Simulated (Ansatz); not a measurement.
The calculation used DFT PBE, scalar-relativistic, plane waves, PAW (Ansatz). All cells share a 420 eV cutoff and Γ-centred k meshes spaced at most about 0.3 Å⁻¹ (about 0.25 or finer for metals, 2π included). No spin polarisation in the final relaxations.

All energies are static (0 K, no zero-point motion).

Two relaxed structures of Ga3Te2O:

A. Space group R-3m (No. 166), trigonal, a = 6.529 Å, c = 10.595 Å. Around Ga lie 2 O at 2.58 Å and 2 Te at 2.80 Å; Te has 3 Ga at 2.80 Å and 1 Te at 2.93 Å; O is surrounded by 6 Ga at 2.58 Å.

B. Space group Pmmm (No. 47), orthorhombic, a = 4.728 Å, b = 5.705 Å, c = 5.727 Å. Ga on a site of symmetry 2mm has 2 Ga at 2.36–2.37 Å, 4 Te at 3.09–3.10 Å and 2 O at 3.10 Å; Ga on a site of symmetry mmm is surrounded by 4 Te at 2.85–2.86 Å; Te on its first site has 2 O at 2.36 Å, 2 Ga at 2.85 Å and 4 Ga at 3.10 Å; around Te on its second site lie 2 Ga at 2.86 Å and 4 Ga at 3.09 Å; O is surrounded by 2 Te at 2.36 Å and 4 Ga at 3.10 Å.

**Question.** Which form is favoured at zero pressure, and by what margin per atom?

**Answer.** A is lower, by 110 meV/atom. A has space group R-3m (No. 166), 21.7 Å³/atom and no gap on its mesh; B has space group Pmmm (No. 47), 25.7 Å³/atom and no gap. The shortest distance is 2.58 Å (Ga–O) in A and 2.36 Å (Ga–Ga) in B. A holds Te–Te pairs (shortest 2.93 Å); in B the shortest Te–Te distance is 4.04 Å. The denser one is the lower, and pressure would at first widen the difference. Both come from invented guesses.

These runs have no spin–orbit coupling, which can matter for Te. In R-3m, Pmmm an odd number of electrons in the primitive cell allows no gap without spin; a larger cell or a magnetic state could open one. A magnetic state wasn't ruled out in cells without spin, among them R-3m, Pmmm. Cells relaxed within their symmetry can be saddle points.
